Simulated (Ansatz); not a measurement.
Ag₃Sn in space group Pmmn (No. 59; Ag on 2b, Ag on 4e, Sn on 2a) at seven volumes, DFT-PBEsol in the program Ansatz with PAW potentials, shape and atoms relaxed at each. One row is withheld.

```json
[
 {"V (Å³/atom)": "16.527", "P (GPa)": "12.40"},
 {"V (Å³/atom)": "17.072", "P (GPa)": "7.42"},
 {"V (Å³/atom)": "17.616", "P (GPa)": "3.35"},
 {"V (Å³/atom)": "18.161", "P (GPa)": "0.01"},
 {"V (Å³/atom)": "18.706", "P (GPa)": "?"},
 {"V (Å³/atom)": "19.251", "P (GPa)": "-4.93"},
 {"V (Å³/atom)": "19.796", "P (GPa)": "-6.72"}
]
```

Question: Fit the shown pressures and predict the withheld one.

Answer: P = (3/2)B₀(x^(7/2) − x^(5/2))[1 + (3/4)(B′ − 4)(x − 1)] with x = (V₀/V)^(2/3). Least squares on the six rows gives V₀ = 18.163 Å³/atom, B₀ = 100 GPa, B′ = 5.76. At V = 18.706, x = 0.9806 and P = -2.71 GPa. The run itself gave -2.71 GPa.

The first step of the workflow began from a Materials Project structure, measured or hypothetical; the Crystallography Open Database files this formula in space group No. 59, but the cells were not matched. Its standing as an ambient phase is unchecked. The PBEsol relaxation kept the symmetry of its start; of distortions, only those at the zone centre were tested. No spin polarisation was allowed. Spin–orbit coupling is left out wherever it is not named.

Potentials: the later of the program's two PAW sets.
